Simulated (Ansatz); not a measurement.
Ge3Rh5:
```
CELL_PARAMETERS angstrom
      5.48236     0.00000     0.00000
      0.00000    10.48495     0.00000
      0.00000     0.00000     3.94571
ATOMIC_POSITIONS crystal
  Ge 0.90760 0.84445 0.50000
  Ge 0.09240 0.15555 0.50000
  Ge 0.40760 0.65555 0.50000
  Ge 0.59240 0.34445 0.50000
  Ge 0.50000 0.00000 0.00000
  Ge 0.00000 0.50000 0.00000
  Rh 0.34051 0.21452 0.00000
  Rh 0.65949 0.78548 0.00000
  Rh 0.84051 0.28548 0.00000
  Rh 0.15949 0.71452 0.00000
  Rh 0.83554 0.60824 0.50000
  Rh 0.16446 0.39176 0.50000
  Rh 0.33554 0.89176 0.50000
  Rh 0.66446 0.10824 0.50000
  Rh 0.00000 0.00000 0.00000
  Rh 0.50000 0.50000 0.00000
```

This is the r²SCAN-relaxed structure.

All from DFT-r²SCAN in the program Ansatz with PAW potentials, unless another level is named. Give the electronic character.

metallic (no gap).

Predict the density of states at the Fermi level.

0.61 states/eV per atom (mean over ±0.08 eV).

And the formation energy from the elements (no fitted shifts)?

-0.48 eV/atom.

Space group Pbam. The first step of the workflow began from a Materials Project structure, measured or hypothetical; the Crystallography Open Database copy checked does not list it. Its standing as an ambient phase is unchecked. The r²SCAN relaxation kept the symmetry of its start; whether a distortion lowers the energy is not shown. The run is not spin-polarised. The references are the lowest solids computed at this level, not always the standard phases. Scalar-relativistic: spin–orbit coupling is off unless named, which matters more the heavier the elements.

Potentials: the later of the program's two PAW sets.
